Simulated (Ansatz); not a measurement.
Relaxed-ion elastic tensor of AlN in space group P6_3mc (No. 186; Pearson symbol hP12) in GPa (Voigt order), PBE in the plane-wave PAW code Ansatz; density 3.19 g/cm³, 10.66 Å³ per atom.

|  | 1 | 2 | 3 | 4 | 5 | 6 |
|---|---|---|---|---|---|---|
| 1 | 368 | 135 | 80.6 | 0.0 | 0.0 | 0.0 |
| 2 | 135 | 368 | 80.6 | 0.0 | 0.0 | 0.0 |
| 3 | 80.6 | 80.6 | 408 | 0.0 | 0.0 | 0.0 |
| 4 | 0.0 | 0.0 | 0.0 | 105 | 0.0 | 0.0 |
| 5 | 0.0 | 0.0 | 0.0 | 0.0 | 105 | 0.0 |
| 6 | 0.0 | 0.0 | 0.0 | 0.0 | 0.0 | 117 |

**Question.** Is the crystal mechanically stable?

**Answer.** Yes: the smallest eigenvalue of C is 105 GPa.

**Question.** Work out the Voigt, Reuss and Hill averages.

**Answer.** K_V = 193, K_R = 193, K_H = 193; G_V = 122, G_R = 119, G_H = 120 GPa.

**Question.** Give Young's modulus, Poisson's ratio, Pugh's ratio and the universal anisotropy index.

**Answer.** E = 9KG/(3K + G) = 299 GPa; ν = 0.24; K/G = 1.60 (brittle by the Pugh limit of 1.75); A_U = 5G_V/G_R + K_V/K_R − 6 = 0.14.

**Question.** Estimate the sound speeds and the Debye temperature.

**Answer.** v_l = √((K + 4G/3)/ρ) = 10500 m/s, v_t = √(G/ρ) = 6140 m/s, mean 6810 m/s; Θ = (h/k)(3n/4πV)^(1/3) v_m = 921 K.

**Question.** How much does each axis shrink under pressure?

**Answer.** Linear compressibilities β_i = Σ_j S_ij (j = 1 to 3): x 1.7, y 1.7, z 1.8 per TPa.

The cell is a constructed one: a structure type filled with these elements. Its sites differ from those of the usual phase in this space group: another stacking or structure type. Symmetry was held in the PBE relaxation; phonons on a q-mesh show no instability.

Potentials: the later of the program's two PAW sets.
